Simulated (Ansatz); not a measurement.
Theory: Ansatz 0.2.0, DFT PBE, scalar-relativistic, plane waves, PAW, and for the lanthanide a 4f-in-core norm-conserving potential. All cells share a 660 eV cutoff and Γ-centred k meshes spaced at most about 0.3 Å⁻¹ (about 0.25 or finer for metals, 2π included). No spin polarisation in the final relaxations.

These are static total energies at zero pressure. All come from trial cells, and lower structures may exist.

Question: Which of these relaxed structures of Pr3Mo is the lowest in energy?
A.

```
CELL_PARAMETERS angstrom
5.59944 0.00000 0.00000
0.00000 5.59944 0.00000
0.00000 0.00000 5.59944
ATOMIC_POSITIONS crystal
Pr 0.00000 0.50000 0.50000
Pr 0.50000 0.00000 0.50000
Pr 0.50000 0.50000 0.00000
Mo 0.50000 0.50000 0.50000
```

B.

```
CELL_PARAMETERS angstrom
6.09850 0.00000 0.00000
0.00000 6.09850 0.00000
0.00000 0.00000 3.14686
ATOMIC_POSITIONS crystal
Pr 0.00000 0.50000 0.00000
Pr 0.50000 0.00000 0.00000
Pr 0.00000 0.00000 0.00000
Mo 0.50000 0.50000 0.50000
```

C.

```
CELL_PARAMETERS angstrom
4.85414 0.00000 0.00000
0.00000 4.85414 0.00000
0.00000 0.00000 4.85414
ATOMIC_POSITIONS crystal
Pr 0.00000 0.50000 0.50000
Pr 0.50000 0.00000 0.50000
Pr 0.50000 0.50000 0.00000
Mo 0.00000 0.00000 0.00000
```

Answer: C. It has the Cu3Au (L1_2) type, space group Pm-3m (No. 221); the next, A, with the ReO3 type, space group Pm-3m (No. 221), lies 249 meV/atom higher. Counting all near atoms (those within 1.25 times the shortest distance at each site), the lowest has Pr 12, Mo 12 and the next has Pr 2, Mo 6. Even the lowest lies +0.55 eV/atom against the elements.

Cells relaxed within their symmetry can be saddle points. Some structure types and database cells were kept out of the candidates from the start, so a known form may be missing.

The lanthanide is trivalent by construction, without f bands, f moments or other valences. The reference runs of the other elements, and any phases without the lanthanide, used 420 eV, which shifts energies against them by under 10 meV/atom. The lanthanide's reference is the lowest of its hcp, dhcp and fcc cells.
